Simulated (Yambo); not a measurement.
Yambo run on AlP (zinc blende, space group F-43m, No. 216). The wavefunctions come from this Quantum ESPRESSO step (PBEsol, PseudoDojo standard norm-conserving files, scalar-relativistic):

```
&CONTROL
  calculation = 'nscf'
  pseudo_dir = './pseudo'
  outdir = './out'
/
&SYSTEM
  ibrav = 0
  nat = 2
  ntyp = 2
  ecutwfc = 44.0
  ecutrho = 176.0
  occupations = 'fixed'
  force_symmorphic = .true.
  nbnd = 151
/
&ELECTRONS
  conv_thr = 2e-09
  diago_full_acc = .true.
  diago_thr_init = 1e-08
/
ATOMIC_SPECIES
Al 26.9815 Al.upf
P 30.9738 P.upf
CELL_PARAMETERS angstrom
  0.000000000000   2.734886897000   2.734886897000
  2.734886897000   0.000000000000   2.734886897000
  2.734886897000   2.734886897000   0.000000000000
ATOMIC_POSITIONS crystal
Al   0.000000000000   0.000000000000   0.000000000000
P   0.250000000000   0.250000000000   0.250000000000
K_POINTS automatic
4 4 4 0 0 0
```

Yambo input:

```
rim_cut
gw0
dyson
el_el_corr
HF_and_locXC
ppa
em1d
RandQpts= 1000000
RandGvec= 1 Ry
EXXRLvcs= 44 Ry
VXCRLvcs= 176 Ry
Chimod= "HARTREE"
% BndsRnXp
 1 | 148 |
%
NGsBlkXp= 14 Ry
% LongDrXp
 1.0 | 1.0 | 1.0 |
%
PPAPntXp= 27.2114 eV
% GbndRnge
 1 | 148 |
%
GTermKind= "BG"
DysSolver= "n"
ExtendOut
% QPkrange
 1 | 1 | 4 | 5 |
 3 | 3 | 4 | 5 |
 7 | 7 | 4 | 5 |
 8 | 8 | 4 | 5 |
%
```

k points by index: 1 = Γ, 3 = L, 7 = X, 8 = W.

Table of the .qp output:

```
#    K-point    Band    Eo [eV]    E [eV]    E-Eo [eV]    Vxc [eV]    Vnlxc [eV]    Sc|Eo [eV]    Sc|E [eV]    dSc/dw|Eo [eV]    Re(Z)    Im(Z)
#
    1    4    0.000000    -0.937897    -0.937897    -11.78204    -14.04728    1.050977    1.327342    -8.017356    0.772417    -0.001609
    1    5    3.128636    3.194532    0.065896    -10.08788    -5.570974    -4.432876    -4.451015    -7.474229    0.784512    -0.001547
    3    4    -0.765821    -1.729891    -0.964070    -11.48042    -14.04371    1.309649    1.599220    -8.172266    0.769035    -0.001663
    3    5    2.698806    2.809218    0.110412    -9.608592    -5.380569    -4.088233    -4.117611    -7.231542    0.790040    -0.001541
    7    4    -2.115418    -3.103380    -0.987962    -10.88740    -13.95445    1.770634    2.079084    -8.494312    0.762098    -0.001821
    7    5    1.445723    1.512844    0.067121    -8.395358    -4.564705    -3.746723    -3.763532    -6.801636    0.800026    -0.001520
    8    4    -2.848431    -3.761550    -0.913119    -10.17746    -13.15090    1.774010    2.060316    -8.530502    0.761325    -0.001985
    8    5    4.215000    4.244067    0.029067    -9.514739    -5.250041    -4.227671    -4.235630    -7.412344    0.785914    -0.001678
```
(The two width columns are left out.) Convergence of these settings isn't established.

Geometry relaxed with PBEsol.
